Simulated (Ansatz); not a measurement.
F interstitial in YbB2Ru3

Computed with the plane-wave PAW code Ansatz (scalar-relativistic, PAW set soft_2): PBEsol, no spin polarisation, 420 eV cutoff, k-mesh 4×4×4 shifted by half a step.

The relaxed host crystal (no gap at this level of theory):

```
Yb B Ru
1.0
     5.45957    0.00000    0.00000
    -2.72978    4.72812    0.00000
     0.00000    0.00000    2.96246
Yb B Ru
1 2 3
Cartesian
  0.0000 0.0000 0.0000
  0.0000 3.1521 0.0000
  2.7298 1.5760 0.0000
  2.7298 0.0000 1.4812
  1.3649 2.3641 1.4812
  -1.3649 2.3641 1.4812
```

Supercell of 18 atoms, rows of the matrix [[-1,0,1],[0,-1,1],[1,1,1]] times the cell vectors; F interstitial at (0.125, 0.250, 0.500) in fractions of the cell above. Atoms are relaxed at the host's cell, from a start shaken by 0.05 Å near the defect.

Nearest atoms to the added F: relaxed Yb 2.04 Å, Yb 2.06 Å, Ru 2.08 Å, Ru 2.22 Å, Ru 2.62 Å, B 2.82 Å, B 2.91 Å, B 2.94 Å.

```
charge  gap of the cell on the mesh (eV)
     0                              0.00
```

Formation energy of the neutral defect: -0.70 eV, taking atoms from and to the elements' standard states (no corrections for gases), so it belongs to those chemical potentials alone.

A negative value doesn't mean that the atoms enter by themselves: with the elements as reservoirs, compounds of them would form first.

Relaxed cell at charge 0:

```
YbB2Ru3 F_i charge 0
1.0
    -5.4596    0.0000    2.9625
     2.7298   -4.7281    2.9625
     2.7298    4.7281    2.9625
Yb B Ru F
3 6 9 1
Direct
  0.9608 0.0397 0.9463
  0.3514 0.3702 0.3226
  0.6842 0.6532 0.6705
  0.9966 0.6544 0.3551
  0.3216 0.9953 0.6874
  0.6603 0.3266 0.0107
  0.6649 0.9925 0.3423
  0.9888 0.3314 0.6783
  0.3369 0.6575 0.0174
  0.8304 0.3254 0.3379
  0.1786 0.6583 0.6807
  0.5044 0.9897 0.0025
  0.9988 0.9983 0.4955
  0.3383 0.3366 0.8199
  0.6805 0.6716 0.1649
  0.6472 0.1627 0.6597
  0.9995 0.5181 0.0109
  0.3469 0.8138 0.3608
  0.1867 0.0456 0.2249
```

Caveats: 4f shell without a U, which puts 4f levels too near the Fermi level; small supercell, so energies and levels can be off by tenths of an eV; one random start near the defect, so other minima are possible.
